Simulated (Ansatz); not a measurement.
Relaxing a structure of La2O3

The start is a generated trial cell of La2O3 in the beta-Ga2O3 structure type. The structure is fully relaxed (lattice and positions, P = 0) with PBEsol (plane waves to 420 eV, PAW, scalar-relativistic; Ansatz, a first-principles code). First-step values are on the input's coarse k-mesh.

Ansatz input (later rounds restart from its end on a renewed k-mesh):
Ansatz 0.2 input:
```yaml
crystal:
  lattice:
    - [7.509628, -1.867262, 0]
    - [7.509628, 1.867262, 0]
    - [-1.704287, 0, 6.922964]
  atoms:
    - { symbol: La, position: [0.0905, 0.0905, 0.7946] }
    - { symbol: La, position: [0.9095, 0.9095, 0.2054] }
    - { symbol: La, position: [0.6587, 0.6587, 0.314] }
    - { symbol: La, position: [0.3413, 0.3413, 0.686] }
    - { symbol: O, position: [0.1645, 0.1645, 0.1098] }
    - { symbol: O, position: [0.8355, 0.8355, 0.8902] }
    - { symbol: O, position: [0.1733, 0.1733, 0.5632] }
    - { symbol: O, position: [0.8267, 0.8267, 0.4368] }
    - { symbol: O, position: [0.4959, 0.4959, 0.2566] }
    - { symbol: O, position: [0.5041, 0.5041, 0.7434] }
basis: { ecutwfc: 420, ecutrho_ratio: 4, xc_grid: 2, fft_grid_basis: typed }
kpoints: { mp_grid: { grid: [6, 6, 4] } }
hamiltonian:
  xc: pbesol
  dispersion: none
  pseudopotentials: { azcp: { folder: ./paw }, kind: paw }
scf: { occupations: { method: fermi_dirac, width: 0.05 } }
relax: { f_tol: 0.01, max_steps: 100, cell: { stress_tol: 0.02 } }
output: { forces: true, stress: true }
```

```yaml
energy_released: 0.18 eV/atom
volume_change: -17.8 %, from 19.42 to 15.96 Å³/atom
Shortest distances (start → end): "The closest pairs of elements (up to four, under 3.6 Å), start → end: La–O 2.25 → 2.35 Å; O–O 3.20 → 2.86 Å"
band_gap_at_the_end: 3.78 eV, indirect (valence top at k = (0, -0.5, -0.5), conduction bottom at K) (no spin-orbit coupling)
optimiser_moves: 22
```

Relaxed structure:

```cif
data_La2O3
_chemical_formula_sum 'La2 O3'
_space_group_name_H-M_alt 'P-3m1'
_space_group_IT_number 164
_space_group_name_Hall '-P 3 2"'
_cell_length_a 3.90631
_cell_length_b 3.90631
_cell_length_c 6.04017
_cell_angle_alpha 90.000
_cell_angle_beta 90.000
_cell_angle_gamma 120.000
loop_
_atom_site_label
_atom_site_type_symbol
_atom_site_symmetry_multiplicity
_atom_site_Wyckoff_symbol
_atom_site_fract_x
_atom_site_fract_y
_atom_site_fract_z
_atom_site_occupancy
La1 La 2 d 0.66667 0.33333 0.25464 1
O1 O 1 b 0.00000 0.00000 0.50000 1
O2 O 2 d 0.33333 0.66667 0.14604 1
```

Final values are on a 10×10×6 k-mesh of the relaxed cell. No spin polarisation in the result.

The run could not lose the symmetry of its start.

The first start was generated by placing the elements on the sites of a structure type. Materials Project lists a structure of La2O3 in the same space group, P-3m1 (No. 164); the sites were not compared with it, nor with measured phases.
